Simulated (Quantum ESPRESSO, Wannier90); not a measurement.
## Tight-binding from DFT: Bi₂Pd (I4/mmm)

```xyz
3
Lattice="0.0000 -3.3867 0.0000 3.3867 0.0000 0.0000 -1.6933 1.6933 6.6235" Properties=species:S:1:pos:R:3 pbc="T T T"
Bi    -1.6933     1.6933     1.7528
Bi     1.6933    -1.6933    -1.7528
Pd     0.0000     0.0000     0.0000
```

Structure: Materials Project mp-570197, symmetrised, not relaxed again. COD (Crystallography Open Database) has the formula in 2 space groups, this one among them (matched by group alone). Method: PBEsol plane waves in Quantum ESPRESSO 7.5 (PseudoDojo norm-conserving files, 66 Ry, no spin polarisation, no spin-orbit coupling), Bloch states on a 6×6×6 mesh through Γ, Wannier90 4.0.1. Density: 12×12×12 mesh, cold smearing 0.01 Ry. Spin-orbit coupling is left out although heavy elements are present.

A tight-binding model is made by disentanglement and projection with no localisation steps (num_iter = 0), so the 17 orbitals stay atom-like: hydrogen-like Bi: s;p; Pd: s;p;d, axes along x, y, z; frozen window up to 1.50 eV relative to the Fermi level. It follows pw.x to 90 meV rms for states up to 1.0 eV relative to the Fermi level. Matrix elements depend on this choice of orbitals and windows. Bands 5–14 (Bi 5d 100 %) lie between the kept ones and are excluded.

The 30 largest hoppings ⟨m,0|H|n,R⟩ between different sites (one of each Hermitian pair; signs follow the real orbitals' lobes; the list may end inside a set of equal values):

```tsv
m	n	R	distance of the centres (Å)	t (eV)
Pd3 s	Bi1 px	0 0 0	2.90	3.236
Pd3 s	Bi1 py	0 0 0	2.90	-3.236
Pd3 s	Bi2 px	0 0 0	2.90	-3.236
Pd3 s	Bi2 py	0 0 0	2.90	3.236
Bi2 px	Pd3 s	0 1 0	2.90	3.236
Bi2 py	Pd3 s	0 1 0	2.90	3.236
Pd3 s	Bi1 px	0 1 0	2.90	-3.236
Pd3 s	Bi1 py	0 1 0	2.90	-3.236
Bi2 px	Pd3 s	1 0 0	2.90	-3.236
Bi2 py	Pd3 s	1 0 0	2.90	-3.236
Pd3 s	Bi1 px	1 0 0	2.90	3.236
Pd3 s	Bi1 py	1 0 0	2.90	3.236
Bi2 px	Pd3 s	1 1 0	2.90	3.236
Bi2 py	Pd3 s	1 1 0	2.90	-3.236
Pd3 s	Bi1 px	1 1 0	2.90	-3.236
Pd3 s	Bi1 py	1 1 0	2.90	3.236
Pd3 s	Bi1 pz	0 0 0	2.98	-2.987
Pd3 s	Bi2 pz	0 0 0	2.98	2.987
Bi2 pz	Pd3 s	0 1 0	2.98	2.987
Pd3 s	Bi1 pz	0 1 0	2.98	-2.987
Bi2 pz	Pd3 s	1 0 0	2.98	2.987
Pd3 s	Bi1 pz	1 0 0	2.98	-2.987
Bi2 pz	Pd3 s	1 1 0	2.98	2.987
Pd3 s	Bi1 pz	1 1 0	2.98	-2.987
Bi2 pz	Bi1 pz	1 1 0	3.55	2.375
Bi1 px	Bi1 px	0 1 0	3.39	2.030
Bi2 px	Bi2 px	0 1 0	3.39	2.030
Bi1 py	Bi1 py	1 0 0	3.39	2.030
Bi2 py	Bi2 py	1 0 0	3.39	2.030
Pd3 pz	Bi1 px	0 0 0	2.90	1.481
```
